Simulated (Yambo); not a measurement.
**BaNiF₆: sweep of GW parameters**

G0W0@LDA for BaNiF$_{6}$ (space group R-3m, No. 166) in Yambo. Reference settings: 2×2×2 Γ-centred k mesh, bands 5 to 170 and a 7 Ry block in the screening, 170 bands in G with the Bruneval-Gonze terminator, plasmon pole fitted at 27.2 eV. The LDA gap F → Γ on this mesh is 1.23 eV; G0W0 gaps are taken between the same points.

```json
[
 {"change from the reference": "reference settings", "G0W0 gap F → Γ (eV)": "4.21", "shift of the valence edge (eV)": "-1.27", "rough Yambo cost": "1"},
 {"change from the reference": "75 bands in W, 75 bands in G", "G0W0 gap F → Γ (eV)": "4.27", "shift of the valence edge (eV)": "-1.24", "rough Yambo cost": "within a factor of two"},
 {"change from the reference": "116 bands in W, 116 bands in G", "G0W0 gap F → Γ (eV)": "4.23", "shift of the valence edge (eV)": "-1.25", "rough Yambo cost": "within a factor of two"},
 {"change from the reference": "75 bands in G", "G0W0 gap F → Γ (eV)": "4.22", "shift of the valence edge (eV)": "-1.29", "rough Yambo cost": "–"},
 {"change from the reference": "116 bands in G", "G0W0 gap F → Γ (eV)": "4.22", "shift of the valence edge (eV)": "-1.28", "rough Yambo cost": "–"},
 {"change from the reference": "89 bands in W", "G0W0 gap F → Γ (eV)": "4.22", "shift of the valence edge (eV)": "-1.23", "rough Yambo cost": "within a factor of two"},
 {"change from the reference": "2 Ry block", "G0W0 gap F → Γ (eV)": "5.79", "shift of the valence edge (eV)": "-2.77", "rough Yambo cost": "within a factor of two"},
 {"change from the reference": "3 Ry block", "G0W0 gap F → Γ (eV)": "4.83", "shift of the valence edge (eV)": "-1.80", "rough Yambo cost": "within a factor of two"},
 {"change from the reference": "6 Ry block", "G0W0 gap F → Γ (eV)": "4.23", "shift of the valence edge (eV)": "-1.28", "rough Yambo cost": "within a factor of two"},
 {"change from the reference": "pole fitted at 10 eV", "G0W0 gap F → Γ (eV)": "3.98", "shift of the valence edge (eV)": "-1.17", "rough Yambo cost": "–"},
 {"change from the reference": "no random integration", "G0W0 gap F → Γ (eV)": "4.11", "shift of the valence edge (eV)": "-0.99", "rough Yambo cost": "–"},
 {"change from the reference": "75 bands in G, no terminator", "G0W0 gap F → Γ (eV)": "4.26", "shift of the valence edge (eV)": "-0.83", "rough Yambo cost": "–"},
 {"change from the reference": "116 bands in G, no terminator", "G0W0 gap F → Γ (eV)": "4.26", "shift of the valence edge (eV)": "-0.96", "rough Yambo cost": "–"},
 {"change from the reference": "no terminator", "G0W0 gap F → Γ (eV)": "4.22", "shift of the valence edge (eV)": "-1.06", "rough Yambo cost": "–"}
]
```

The reference isn't shown to be the converged limit. Costs are rough (shared machines), scaled to the same edge states, and given only for runs that recompute the screening.

The 3d shell has no Hubbard U; the runs are without spin polarisation, and magnetic order was not tried.

Geometry of the Materials Project entry, not relaxed at this level; primitive cell a = b = c = 4.8211 Å, α = β = γ = 98.69°.

The structure is a Materials Project entry; no match was found in the copy of COD used, and its stability was not checked.

A shift is the quasiparticle energy of the state minus its LDA energy.
